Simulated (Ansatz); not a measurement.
Relaxed-ion elastic tensor of InMo₂C in space group P6_3/mmc (No. 194; In on 2d, Mo on 4f, C on 2a) in GPa (Voigt order), DFT-PBEsol in the program Ansatz with PAW potentials; density 9.22 g/cm³, 14.35 Å³ per atom.

```tsv
	1	2	3	4	5	6
1	293	103	141	0.0	0.0	0.0
2	103	293	141	0.0	0.0	0.0
3	141	141	316	0.0	0.0	0.0
4	0.0	0.0	0.0	94.8	0.0	0.0
5	0.0	0.0	0.0	0.0	94.8	0.0
6	0.0	0.0	0.0	0.0	0.0	95.0
```

Task: Is the crystal mechanically stable?

Result: Yes: the smallest eigenvalue of C is 94.8 GPa.

Task: Work out the Voigt, Reuss and Hill averages.

Result: K_V = 186, K_R = 184, K_H = 185; G_V = 91.4, G_R = 90.6, G_H = 91.0 GPa.

Task: Give Young's modulus, Poisson's ratio, Pugh's ratio and the universal anisotropy index.

Result: E = 9KG/(3K + G) = 235 GPa; ν = 0.29; K/G = 2.03 (ductile by the Pugh limit of 1.75); A_U = 5G_V/G_R + K_V/K_R − 6 = 0.05.

Task: Estimate the sound speeds and the Debye temperature.

Result: v_l = √((K + 4G/3)/ρ) = 5760 m/s, v_t = √(G/ρ) = 3140 m/s, mean 3500 m/s; Θ = (h/k)(3n/4πV)^(1/3) v_m = 429 K.

Task: How much does each axis shrink under pressure?

Result: Linear compressibilities β_i = Σ_j S_ij (j = 1 to 3): x 2.0, y 2.0, z 1.3 per TPa.

The start of the workflow was typed in or built on a structure type; neither database checked (COD, Materials Project) lists it. Its standing as an ambient phase is unchecked. The cell was relaxed with PBEsol under the symmetry of its start; whether a distortion lowers the energy is not shown. The run is not spin-polarised. As this level gives no gap, shear constants depend on the k-mesh and smearing (Fermi–Dirac, 0.1 eV here).

Potentials: the earlier of the program's two PAW sets. The files were generated under PBE; for other functionals the program regenerates the frozen cores, and for LDA and PBEsol the local potential too.
